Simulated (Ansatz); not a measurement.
MnIr:
```
MnIr
1.0
    3.02765     0.00000     0.00000
    0.00000     3.02765     0.00000
    0.00000     0.00000     3.03248
Mn Ir
1 1
Direct
  0.50000   0.50000   0.50000
  0.00000   0.00000   0.00000
```
Starting moments (μB, in the order of the atoms Mn Ir): 3.8 0.3.

Relaxed with r²SCAN. Special points in fractions of this cell's reciprocal vectors: Γ (0.000, 0.000, 0.000); X (0.000, 0.500, 0.000); M (0.500, 0.500, 0.000); Z (0.000, 0.000, 0.500); R (0.000, 0.500, 0.500); A (0.500, 0.500, 0.500).

Question: List the band energies nearest the Fermi level at these points for r²SCAN in the plane-wave PAW code Ansatz.

Answer: In eV from the Fermi level; about four levels below and three above (degenerate sets whole), none deeper than 8.9 eV; … stands for higher levels left out; points with the same levels are listed once.

```
k                            below                     above
---  -----------------------------  ------------------------
Γ ↑  -3.23 -3.23 -3.22 -1.62 -1.61            0.47 0.47 0.47
X ↑        -2.47 -2.16 -0.87 -0.81              1.00 14.00 …
M ↑  -4.61 -4.61 -2.01 -1.86 -1.19            0.07 0.07 0.07
Z ↑  -2.47 -2.47 -2.16 -0.89 -0.81              0.96 14.01 …
R ↑  -4.60 -4.59 -2.02 -1.87 -1.20            0.05 0.06 0.06
A ↑  -3.78 -3.77 -3.77 -1.99 -1.98            0.15 0.17 7.47
Γ ↓  -5.14 -5.14 -1.60 -1.60 -1.59  2.55 2.57 3.42 3.42 3.42
X ↓        -3.83 -2.44 -2.43 -0.74            0.42 1.20 1.21
M ↓        -5.98 -5.46 -3.32 -3.32            0.11 0.11 1.13
Z ↓        -3.84 -2.42 -2.42 -0.74            0.42 1.22 1.22
R ↓        -5.98 -5.47 -3.30 -3.30            0.09 0.09 1.13
A ↓  -4.77 -4.77 -0.94 -0.94 -0.94       1.24 1.24 3.57 3.57
```

Space group Pm-3m (CsCl type). The workflow started from an entry of the Crystallography Open Database (COD); the relaxed space group is not among those it files for this formula. COD files the formula under space group No. 123, so this cell is another polymorph or a model. Whether it is the stable phase at ambient conditions was not checked. The cell keeps a stress of up to 0.2 GPa. The r²SCAN relaxation kept the symmetry of its start; its stability against distortions is not shown here. Spin order of the final state: ferromagnetic, chosen from 5 collinear starts compared on coarse meshes (ties went to the first, and starts can fall back to one state), not a proven ground state. Other orbital occupations within this spin state were not tried. For itinerant 3d metals, meta-GGAs of the SCAN family and hybrids are commonly reported to give too large moments. Point labels and valley counts follow the cell and symmetry of the run, lower than the named group. Scalar-relativistic: spin–orbit coupling is off unless named, which matters more the heavier the elements.

Potentials: the later of the program's two PAW sets.
